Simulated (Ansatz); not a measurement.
SrBiIO₂:
```yaml
crystal:
  lattice:
    - [2.95266, -6.85115, 0.00000]
    - [2.95266, 6.85115, 0.00000]
    - [0.00000, 0.00000, 5.76482]
  atoms:
    - { symbol: Sr, position: [0.90702, 0.09298, 0.75000] }
    - { symbol: Sr, position: [0.09298, 0.90702, 0.25000] }
    - { symbol: Bi, position: [0.57299, 0.42701, 0.75000] }
    - { symbol: Bi, position: [0.42701, 0.57299, 0.25000] }
    - { symbol: I, position: [0.24419, 0.75581, 0.75000] }
    - { symbol: I, position: [0.75581, 0.24419, 0.25000] }
    - { symbol: O, position: [0.26996, 0.26996, 0.00000] }
    - { symbol: O, position: [0.73004, 0.73004, 0.00000] }
    - { symbol: O, position: [0.73004, 0.73004, 0.50000] }
    - { symbol: O, position: [0.26996, 0.26996, 0.50000] }
```

Plane-wave PAW r²SCAN (Ansatz code) gives a gap of 3.34 eV without spin–orbit coupling, maximum at Σ0, minimum at Y.

Problem. What happens when spin–orbit coupling is switched on?

Solution. The gap drops by 0.20 eV, to 3.14 eV; maximum at Σ0, minimum at Γ.

Problem. Give the electron effective mass with spin–orbit coupling.

Solution. 0.58, 3.2, 14 mₑ (principal values).

Problem. Give the hole effective mass with spin–orbit coupling.

Solution. 1.1, 2.5, 2.5 mₑ (principal values).

Space group Cmcm. The workflow started from a Materials Project entry (that database holds measured and hypothetical structures alike); the Crystallography Open Database files this formula in space group No. 63, but the cells were not matched. Its standing as an ambient phase is unchecked. Symmetry was held in the r²SCAN relaxation; its stability against distortions is not shown here.

Potentials: the later of the program's two PAW sets.
